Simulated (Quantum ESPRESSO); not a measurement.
# Ge3Si3AlN: input and log of a self-consistent run

Simulated, not a measurement. The program is pw.x of Quantum ESPRESSO 7.5 (plane-wave density functional theory). The cell is made up: 8 atoms on a zincblende/diamond lattice, with randomly drawn elements, strain and displacements, not relaxed. PseudoDojo standard norm-conserving files (v0.5 for PBE, v0.4.1 for LDA and PBEsol) set the functional; there is no spin polarisation, spin-orbit coupling or dispersion term, and the masses in the input are unused placeholders.

Input:

```
&control calculation='scf', pseudo_dir='./dojo.nc.sr.pbe.v0_5.standard.upf', outdir='./o', disk_io='medium', tprnfor=.true., tstress=.true. /
&system ibrav=0, nat=8, ntyp=4, nbnd=41, ecutwfc=84.00895049, nosym=.true., tot_charge=0,
 occupations='smearing', smearing='fd', degauss=0.0073498644
/
&electrons conv_thr=7.350e-09, electron_maxstep=60, /
ATOMIC_SPECIES
Al 1.0 Al.upf
Ge 1.0 Ge.upf
N 1.0 N.upf
Si 1.0 Si.upf
CELL_PARAMETERS angstrom
5.6706 0.0 0.0
0.0 5.6706 0.0
0.0 0.0 5.6706
ATOMIC_POSITIONS angstrom
Ge -0.0419 -0.0597 0.0565
Si -0.0469 2.831 2.8425
Ge 2.8854 -0.0345 2.7131
Si 2.7745 2.8031 0.0066
Al 1.4247 1.3803 1.4443
N 1.5387 4.3455 4.2102
Ge 4.2214 1.5032 4.1498
Si 4.1742 4.2482 1.4327
K_POINTS automatic
6 6 6 1 1 1
```

The log is shortened where brackets say so; the opening notice, blank lines, dates and the lines on written files are dropped, and the path of the files is cut. It prints rydbergs, bohrs and kilobars, and counts compression as positive stress.

```
     Program PWSCF v.7.5
     Parallel version (MPI & OpenMP), running on       1 processor cores
     Number of MPI processes:                 1
     Threads/MPI process:                     1
     [start-up lines left out]
     bravais-lattice index     =            0
     lattice parameter (alat)  =      10.7159  a.u.
     unit-cell volume          =    1230.5057 (a.u.)^3
     number of atoms/cell      =            8
     number of atomic types    =            4
     number of electrons       =        62.00
     number of Kohn-Sham states=           41
     kinetic-energy cutoff     =      84.0090  Ry
     charge density cutoff     =     336.0358  Ry
     scf convergence threshold =      7.3E-09
     mixing beta               =       0.7000
     number of iterations used =            8  plain     mixing
     Exchange-correlation= PBE
                           (   1   4   3   4   0   0   0)
     [axes and pseudopotential details left out]
   Cartesian axes
     site n.     atom                  positions (alat units)
         1        Ge     tau(   1) = (  -0.0073890  -0.0105280   0.0099637  )
         2        Si     tau(   2) = (  -0.0082707   0.4992417   0.5012697  )
         3        Ge     tau(   3) = (   0.5088350  -0.0060840   0.4784503  )
         4        Si     tau(   4) = (   0.4892780   0.4943216   0.0011639  )
         5        Al     tau(   5) = (   0.2512433   0.2434134   0.2546997  )
         6        N      tau(   6) = (   0.2713469   0.7663210   0.7424611  )
         7        Ge     tau(   7) = (   0.7444362   0.2650866   0.7318097  )
         8        Si     tau(   8) = (   0.7361126   0.7491623   0.2526540  )
     number of k points=   108  Fermi-Dirac smearing, width (Ry)=  0.0073
     Number of k-points >= 100: set verbosity='high' to print them.
     Dense  grid:   127915 G-vectors     FFT dimensions: (  64,  64,  64)
     Estimated max dynamical RAM per process >     171.94 MB
     Initial potential from superposition of free atoms
     starting charge      61.9932, renormalised to      62.0000
     Starting wfcs are   47 randomized atomic wfcs
     total cpu time spent up to now is       34.6 secs
     per-process dynamical memory:    99.6 Mb
     Self-consistent Calculation
     iteration #  1     ecut=    84.01 Ry     beta= 0.70
     Davidson diagonalization with overlap
     ethr =  1.00E-02,  avg # of iterations =  3.1
     Threshold (ethr) on eigenvalues was too large:
     Diagonalizing with lowered threshold
     Davidson diagonalization with overlap
     ethr =  9.35E-04,  avg # of iterations =  1.7
     total cpu time spent up to now is      205.5 secs
     total energy              =    -586.07134665 Ry
     estimated scf accuracy    <       0.58042057 Ry
     iteration #  2     ecut=    84.01 Ry     beta= 0.70
     Davidson diagonalization with overlap
     ethr =  9.36E-04,  avg # of iterations =  6.0
     total cpu time spent up to now is      295.2 secs
     total energy              =    -585.80703209 Ry
     estimated scf accuracy    <       4.78337655 Ry
     iteration #  3     ecut=    84.01 Ry     beta= 0.70
     Davidson diagonalization with overlap
     ethr =  9.36E-04,  avg # of iterations =  4.1
     total cpu time spent up to now is      386.3 secs
     total energy              =    -586.35887701 Ry
     estimated scf accuracy    <       0.04049340 Ry
     iteration #  4     ecut=    84.01 Ry     beta= 0.70
     Davidson diagonalization with overlap
     ethr =  6.53E-05,  avg # of iterations =  5.4
     total cpu time spent up to now is      473.4 secs
     total energy              =    -586.36768695 Ry
     estimated scf accuracy    <       0.00743358 Ry
     iteration #  5     ecut=    84.01 Ry     beta= 0.70
     Davidson diagonalization with overlap
     ethr =  1.20E-05,  avg # of iterations =  5.0
     total cpu time spent up to now is      559.6 secs
     total energy              =    -586.36890529 Ry
     estimated scf accuracy    <       0.00169066 Ry
     iteration #  6     ecut=    84.01 Ry     beta= 0.70
     Davidson diagonalization with overlap
     ethr =  2.73E-06,  avg # of iterations =  5.0
     total cpu time spent up to now is      640.9 secs
     total energy              =    -586.36926412 Ry
     estimated scf accuracy    <       0.00025976 Ry
     iteration #  7     ecut=    84.01 Ry     beta= 0.70
     Davidson diagonalization with overlap
     ethr =  4.19E-07,  avg # of iterations =  2.0
     total cpu time spent up to now is      712.5 secs
     total energy              =    -586.36930809 Ry
     estimated scf accuracy    <       0.00001029 Ry
     iteration #  8     ecut=    84.01 Ry     beta= 0.70
     Davidson diagonalization with overlap
     ethr =  1.66E-08,  avg # of iterations =  3.0
     total cpu time spent up to now is      789.6 secs
     total energy              =    -586.36931154 Ry
     estimated scf accuracy    <       0.00000150 Ry
     iteration #  9     ecut=    84.01 Ry     beta= 0.70
     Davidson diagonalization with overlap
     ethr =  2.41E-09,  avg # of iterations =  2.2
     total cpu time spent up to now is      862.6 secs
     total energy              =    -586.36931191 Ry
     estimated scf accuracy    <       0.00000011 Ry
     iteration # 10     ecut=    84.01 Ry     beta= 0.70
     Davidson diagonalization with overlap
     ethr =  1.77E-10,  avg # of iterations =  3.7
     total cpu time spent up to now is      946.6 secs
     total energy              =    -586.36931195 Ry
     estimated scf accuracy    <       0.00000002 Ry
     iteration # 11     ecut=    84.01 Ry     beta= 0.70
     Davidson diagonalization with overlap
     ethr =  3.32E-11,  avg # of iterations =  2.1
     total cpu time spent up to now is     1025.2 secs
     End of self-consistent calculation
     Number of k-points >= 100: set verbosity='high' to print the bands.
     the Fermi energy is     5.4591 ev
!    total energy              =    -586.36931195 Ry
     estimated scf accuracy    <          3.2E-09 Ry
     smearing contrib. (-TS)   =      -0.00613915 Ry
     internal energy E=F+TS    =    -586.36317280 Ry
     The total energy is F=E-TS. E is the sum of the following terms:
     one-electron contribution =    -371.51779689 Ry
     hartree contribution      =     218.39262219 Ry
     xc contribution           =    -147.64717480 Ry
     ewald contribution        =    -285.59082331 Ry
     convergence has been achieved in  11 iterations
     Forces acting on atoms (cartesian axes, Ry/au):
     atom    1 type  2   force =     0.02431161   -0.00341686   -0.04859686
     atom    2 type  4   force =     0.04569853    0.05010599   -0.00951228
     atom    3 type  2   force =    -0.04927826   -0.01379597    0.07576678
     atom    4 type  4   force =    -0.01000790    0.05355362   -0.04252245
     atom    5 type  1   force =    -0.02780649    0.02682904   -0.00571274
     atom    6 type  3   force =    -0.01291673   -0.03060266    0.01220373
     atom    7 type  2   force =    -0.00466646   -0.01764814    0.04569842
     atom    8 type  4   force =     0.03466570   -0.06502501   -0.02732460
     Total force =     0.179347     Total SCF correction =     0.000279
     Computing stress (Cartesian axis) and pressure
          total   stress  (Ry/bohr**3)                   (kbar)     P=      -51.63
  -0.00029912   0.00000985  -0.00010211          -44.00        1.45      -15.02
   0.00000985  -0.00033668   0.00003948            1.45      -49.53        5.81
  -0.00010211   0.00003948  -0.00041706          -15.02        5.81      -61.35
     init_run     :     30.43s CPU     34.52s WALL (       1 calls)
     electrons    :    919.10s CPU    990.65s WALL (       1 calls)
     forces       :     10.89s CPU     11.00s WALL (       1 calls)
     stress       :     40.47s CPU     40.62s WALL (       1 calls)
     [timing details left out]
     PWSCF        :  16m41.17s CPU  17m57.49s WALL
     JOB DONE.
```

In other units: free energy -7977.961 eV for the cell, pressure -5.16 GPa, largest force component 1.948 eV/Å. A rerun of a related cell, with the same atoms placed differently, at 1437 eV and a 8 x 8 x 8 mesh moved values by no more than 0.004 eV in energy, 0.02 GPa in stress and 0.012 eV/Å in force.